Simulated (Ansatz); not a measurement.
GeF4:
```
GeF4
1.0
   -2.58467     2.58467     2.58467
    2.58467    -2.58467     2.58467
    2.58467     2.58467    -2.58467
Ge F
1 4
Direct
  0.00000   0.00000   0.00000
  0.00000   0.62283   0.00000
  0.37717   0.37717   0.37717
  0.62283   0.00000   0.00000
  0.00000   0.00000   0.62283
```

Relaxed with LDA.

Task: Map the electron localisation function on the plane through (0.000, 0.000, 0.000) spanned by u = [1, 1, 0] and v = [1, -1, 0] in lattice vectors, from plane-wave PAW LDA (Ansatz code).

Result: x is the fraction of u, y of v (the angle between them is 90°; rows are the nearest grid lines); atoms in the plane: Ge at (0.00, 0.00), Ge at (0.50, 0.50), F at (0.31, 0.69), F at (0.81, 0.19), F at (0.31, 0.31), F at (0.81, 0.81).
```
|900122100000000000001221009|
|001221100000000011234433100|
|122221100000000024677765321|
|321100000000000158999888853|
|421000112332000158998668974|
|510025899998510038998789985|
|200279998999841003799999862|
|000489976699852001368888630|
|001589987788642110000111100|
|001479998887432211000000000|
|000134566542111222110000000|
|000000112210040012110000000|
|000000112210040012110000000|
|000134566542111222110000000|
|001479998887432211000000000|
|001589987788642110000111100|
|000489976699852001368888630|
|200279998999841003799999862|
|510025899998510038998789985|
|421000112332000158998668974|
|321100000000000158999888853|
|122221100000000024677765321|
|001221100000000011234433100|
|900122100000000000001221009|
```
Scale: ten equal steps from -0.019 (start of '0') to 0.833 (end of '9'), in the order '0123456789'; x runs from 0.000 to 1.00, y from 0.000 (bottom) to 1.00 (top).

The density is the valence pseudo-density with augmentation charge, so density and ELF within about 1 Å of a nucleus are not all-electron values.

Space group I-43m. The first step of the workflow began from a Materials Project structure, measured or hypothetical; the Crystallography Open Database files this formula in space group No. 217, but the cells were not matched. Its standing as an ambient phase is unchecked. Symmetry was held in the LDA relaxation; whether a distortion lowers the energy is not shown. A crystal of weakly bound molecules computed without a dispersion correction: the cell and the soft elastic constants depend strongly on that.

Potentials: the later of the program's two PAW sets.
